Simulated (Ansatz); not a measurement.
Given:

Cs₂O₂:
```cif
data_Cs2O2
_chemical_formula_sum 'Cs2 O2'
_space_group_name_H-M_alt 'P 1'
_space_group_IT_number 1
_cell_length_a 5.41548
_cell_length_b 5.41548
_cell_length_c 5.41548
_cell_angle_alpha 133.053
_cell_angle_beta 106.771
_cell_angle_gamma 91.649
loop_
_space_group_symop_operation_xyz
  'x, y, z'
loop_
_atom_site_label
_atom_site_type_symbol
_atom_site_fract_x
_atom_site_fract_y
_atom_site_fract_z
_atom_site_occupancy
Cs1 Cs 0.25411 0.25411 0.00000 1
Cs2 Cs 0.74589 0.74589 0.00000 1
O1 O 0.61585 0.00000 0.61585 1
O2 O 0.38415 0.00000 0.38415 1
```

This is the r²SCAN-relaxed structure.

All from r²SCAN in the plane-wave PAW code Ansatz, unless another level is named. Predict the smallest direct gap on the standard path.

2.20 eV.

What about the valence-band maximum?

at Γ.

Predict the weight of the valence-edge state by species (Voronoi cells).

O 95 %, Cs 5 %.

Space group Immm. The workflow started from a Materials Project entry (that database holds measured and hypothetical structures alike); the Crystallography Open Database copy checked does not list it. Its standing as an ambient phase is unchecked. The r²SCAN relaxation kept the symmetry of its start; whether a distortion lowers the energy is not shown. Scalar-relativistic: spin–orbit coupling is off unless named, which matters more the heavier the elements.

Potentials: the later of the program's two PAW sets.
